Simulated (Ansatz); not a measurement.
# Data sheet: OsC (DFT)

OsC:
```cif
data_COs
_chemical_formula_sum 'Os1 C1'
_space_group_name_H-M_alt 'P 1'
_space_group_IT_number 1
_cell_length_a 3.22860
_cell_length_b 3.22860
_cell_length_c 3.22860
_cell_angle_alpha 60.000
_cell_angle_beta 60.000
_cell_angle_gamma 60.000
loop_
_space_group_symop_operation_xyz
  'x, y, z'
loop_
_atom_site_label
_atom_site_type_symbol
_atom_site_fract_x
_atom_site_fract_y
_atom_site_fract_z
_atom_site_occupancy
Os1 Os 0.00000 0.00000 0.00000 1
C1 C 0.25000 0.25000 0.25000 1
```

Space group F-43m (No. 216), zinc blende; conventional cell a = 4.5659 Å, b = 4.5659 Å, c = 4.5659 Å, α = 90.00°, β = 90.00°, γ = 90.00°.

Method: PBEsol (plane waves, PAW; program Ansatz). Structure relaxed to zero pressure with the same functional. Other levels are named where they apply.

Cell and energy:

- Volume per atom = 11.90 Å³
- Density = 14.11 g/cm³
- Formation energy from the elements (no fitted shifts) = 0.74 eV/atom

Electronic structure:

- Band gap: 0.08 eV (indirect)
- Valence-band maximum: at X
- Conduction-band minimum: on the L–W line, 20 % of the way from L (24 equivalent valleys)
- Smallest direct gap on the standard path: 0.53 eV
- Hole effective mass: 0.54, 0.54, 1.9 mₑ (principal values)
- HSE06 gap on the PBEsol cell: 0.66 eV
- Gap with spin–orbit coupling: none (metallic)

Mechanics:

- Bulk modulus (Birch–Murnaghan fit): 310 GPa
- Pressure derivative B′: 4.3
- Elastic constants (relaxed ions, GPa): C11 = 343, C12 = 294, C44 = -30.1
- Mechanical stability: unstable (C has a negative eigenvalue)

Phonons:

* **Highest zone-centre frequency (without LO–TO term)**: 69.6 meV
* **Zone-centre stability**: no imaginary mode at Γ
* **Dynamical stability on the path**: stable (no imaginary branch)
* **Zero-point energy**: 67.1 meV/atom
* **Vibrational entropy at 300 K**: 24.8 J/(K·mol of atoms)

The start of the workflow was typed in or built on a structure type; neither database checked (COD, Materials Project) lists it. Whether it is the stable phase at ambient conditions was not checked. Symmetry was held in the PBEsol relaxation. No spin polarisation was allowed. Its formation energy is positive at this level, so the cell may be metastable or incomplete. The references are the lowest solids computed at this level, not always the standard phases. Spin–orbit coupling is left out wherever it is not named.

Potentials: the earlier of the program's two PAW sets. The files were generated under PBE; for other functionals the program regenerates the frozen cores, and for LDA and PBEsol the local potential too.
